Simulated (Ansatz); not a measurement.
Input and command of a plane-wave DFT calculation in Ansatz:

```yaml
crystal:
  lattice:
    - [4.6919942986, 0.0, 0.0]
    - [0.0, 4.6919942986, 0.0]
    - [0.0, 0.0, 4.6919942986]
  atoms:
    - { symbol: Ca, position: [0.0, 0.5, 0.5] }
    - { symbol: Ca, position: [0.5, 0.0, 0.5] }
    - { symbol: Ca, position: [0.5, 0.5, 0.0] }
    - { symbol: S, position: [0.0, 0.0, 0.0] }
basis:
  ecutwfc: 500
kpoints:
  mp_grid: { grid: [4, 4, 4] }
hamiltonian:
  xc: r2scan
scf:
  occupations: { method: gaussian, width: 0.1 }
  lower_state_search: "off"
output:
  forces: true
  stress: true
  eigenvalues: true
```

```bash
ansatz run input.yaml --threads 1 --pin off --max-ram 2560MiB --backend cpu --events-out ev --progress --plain --runs-dir out
```

Processor: Arm Neoverse V2, 1 thread, on a host shared with other jobs.

How long does it run, and how much memory does it take?

About 5.3 s on 1 thread of Arm Neoverse V2, with other jobs on the host, peak memory 0.51 GiB. It solves 22 bands at 10 k points (the mesh reduced by the symmetry that the task leaves, which can be less than the crystal's) with about 2601 plane waves, in 7 SCF iterations.
